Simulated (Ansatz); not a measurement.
# Computed properties of BP

BP:
```xyz
8
Lattice="6.2105 0.0000 0.0000 0.0000 3.1928 0.0000 0.0000 0.0000 5.3255" Properties=species:S:1:pos:R:3 pbc="T T T"
B      1.0061     0.7982     2.1217
B      2.0992     2.3946     4.7844
B      5.2045     2.3946     3.2039
B      4.1113     0.7982     0.5411
P      5.2080     0.7982     2.0932
P      4.1078     2.3946     4.7560
P      1.0026     2.3946     3.2323
P      2.1027     0.7982     0.5696
```

Space group Pnma (No. 62); conventional cell a = 6.211 Å, b = 3.193 Å, c = 5.326 Å, α = β = γ = 90.00°.

Method: plane-wave PAW LDA (Ansatz code). The cell and atoms are relaxed at this level. Other levels are named where they apply.

Cell and energy:

```
Quantity                                                      Result
-----------------------------------------------------  -------------
Volume per atom                                             13.20 Å³
Density                                                   2.63 g/cm³
Formation energy from the elements (no fitted shifts)  -0.15 eV/atom
```

Electronic structure:

```
Quantity                                                                                                  Value
----------------------------------------  ---------------------------------------------------------------------
Band gap                                                                                     0.61 eV (indirect)
Valence-band maximum                                                                                       at Γ
Conduction-band minimum                   at U (k = 0.500, 0.000, 0.500 in fractions of the reciprocal vectors)
Smallest direct gap on the standard path                                                                1.05 eV
Hole effective mass                                                      0.21, 0.52, 0.88 mₑ (principal values)
```

Mechanics:

```
Quantity                                                                                                                                     Value
--------------------------------------------  ----------------------------------------------------------------------------------------------------
Bulk modulus (Birch–Murnaghan fit)                                                                                                         134 GPa
Pressure derivative B′                                                                                                                         2.4
Elastic constants (relaxed ions, GPa)         C11 = 183, C22 = 320, C33 = 274, C12 = 64.1, C13 = 139, C23 = 40.8, C44 = 106, C55 = 113, C66 = 68.3
Mechanical stability                                                                                        stable (all eigenvalues of C positive)
Hill bulk and shear moduli                                                                                                        139 and 84.8 GPa
Young's modulus                                                                                                                            211 GPa
Poisson's ratio                                                                                                                               0.25
Debye temperature from the elastic constants                                                                                                 794 K
```

Dielectric response:

```
Property                                                                           Result
--------------------------------------------------------  -------------------------------
Electronic dielectric constant ε∞ (DFPT)                  8.90 (xx), 8.84 (yy), 7.98 (zz)
Static dielectric constant ε0 (ions relaxed, cell fixed)  9.14 (xx), 8.97 (yy), 8.14 (zz)
Born charges (a third of the trace)                                    B -0.49, P +0.49 e
```

Phonons:

```
Item                                                                       Value
--------------------------------------------------  ----------------------------
Highest zone-centre frequency (without LO–TO term)                     928 cm^-1
Zone-centre stability                                     no imaginary mode at Γ
Dynamical stability on the path                     stable (no imaginary branch)
Zero-point energy                                                  98.1 meV/atom
Vibrational entropy at 300 K                             11.2 J/(K·mol of atoms)
```

The start of the workflow was typed in or built on a structure type; neither database checked (COD, Materials Project) lists it. It is not the phase usual at ambient conditions (space group No. 216). The cell was relaxed with LDA under the symmetry of its start. The volume moved by 22 % from the start of the relaxation. The references are the lowest solids computed at this level, not always the standard phases.

Potentials: the earlier of the program's two PAW sets. The files were generated under PBE; for other functionals the program regenerates the frozen cores, and for LDA and PBEsol the local potential too.
